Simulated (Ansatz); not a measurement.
Sb (simple cubic, Pm-3m) at seven volumes, DFT-PBEsol in the program Ansatz with PAW potentials, scaled uniformly. One row is withheld.

```json
[
 {"V (Å³/atom)": "26.095", "P (GPa)": "7.63"},
 {"V (Å³/atom)": "26.956", "P (GPa)": "?"},
 {"V (Å³/atom)": "27.816", "P (GPa)": "2.13"},
 {"V (Å³/atom)": "28.676", "P (GPa)": "0.00"},
 {"V (Å³/atom)": "29.536", "P (GPa)": "-1.80"},
 {"V (Å³/atom)": "30.397", "P (GPa)": "-3.31"},
 {"V (Å³/atom)": "31.257", "P (GPa)": "-4.55"}
]
```

### Question
Fit the shown pressures and predict the withheld one.

### Answer
Third-order Birch–Murnaghan: P = (3/2)B₀(x^(7/2) − x^(5/2))[1 + (3/4)(B′ − 4)(x − 1)] with x = (V₀/V)^(2/3). Least squares on the six rows gives V₀ = 28.675 Å³/atom, B₀ = 64.81 GPa, B′ = 4.71. At V = 26.956, x = 1.0421 and P = 4.64 GPa. The run itself gave 4.67 GPa.

The first step of the workflow began from a Materials Project structure, measured or hypothetical; the Crystallography Open Database files this formula in space group No. 221, but the cells were not matched. It is not the phase usual at ambient conditions (space group No. 166). The cell was relaxed with PBEsol under the symmetry of its start; its stability against distortions is not shown here. Scalar-relativistic: spin–orbit coupling is off unless named, which matters more the heavier the elements.

Potentials: the earlier of the program's two PAW sets. The files were generated under PBE; for other functionals the program regenerates the frozen cores, and for LDA and PBEsol the local potential too.
